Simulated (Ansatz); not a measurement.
MgO:
```xyz
12
Lattice="5.5220 0.0000 0.0000 0.0000 5.5220 0.0000 0.0000 0.0000 5.5220" Properties=species:S:1:pos:R:3 pbc="T T T"
Mg     1.3805     0.0000     2.7610
Mg     4.1415     0.0000     2.7610
Mg     2.7610     4.1415     0.0000
Mg     2.7610     1.3805     0.0000
Mg     0.0000     2.7610     4.1415
Mg     0.0000     2.7610     1.3805
O      1.3805     2.7610     0.0000
O      4.1415     2.7610     0.0000
O      0.0000     4.1415     2.7610
O      0.0000     1.3805     2.7610
O      2.7610     0.0000     4.1415
O      2.7610     0.0000     1.3805
```

Relaxed with LDA. Special points in fractions of this cell's reciprocal vectors: Γ (0.000, 0.000, 0.000); X (0.000, 0.500, 0.000); M (0.500, 0.500, 0.000); R (0.500, 0.500, 0.500).

### Question
List the band energies nearest the valence-band maximum at these points for the program Ansatz at the LDA level (PAW).

### Answer
In eV from the valence-band maximum; about four levels below and three above (degenerate sets whole), none deeper than 8.9 eV; points with the same levels are listed once.

```
k                             below                                    above
-  --------------------------------  ---------------------------------------
Γ  -0.67 -0.67 -0.67 0.00 0.00 0.00                 2.87 5.85 8.04 8.04 8.04
X             -0.63 -0.63 0.00 0.00                      4.80 4.80 7.62 7.62
M            -0.63 -0.63 -0.49 0.00                           5.76 5.76 5.79
R           -0.87 -0.87 -0.87 -0.87  6.31 6.31 7.52 7.52 7.52 7.52 7.52 7.52
```

Space group Pm-3n. The workflow started from a Materials Project entry (that database holds measured and hypothetical structures alike); the Crystallography Open Database copy checked does not list it. It is not the phase usual at ambient conditions (space group No. 225). Symmetry was held in the LDA relaxation; phonons on a q-mesh show no instability.

Potentials: the later of the program's two PAW sets.
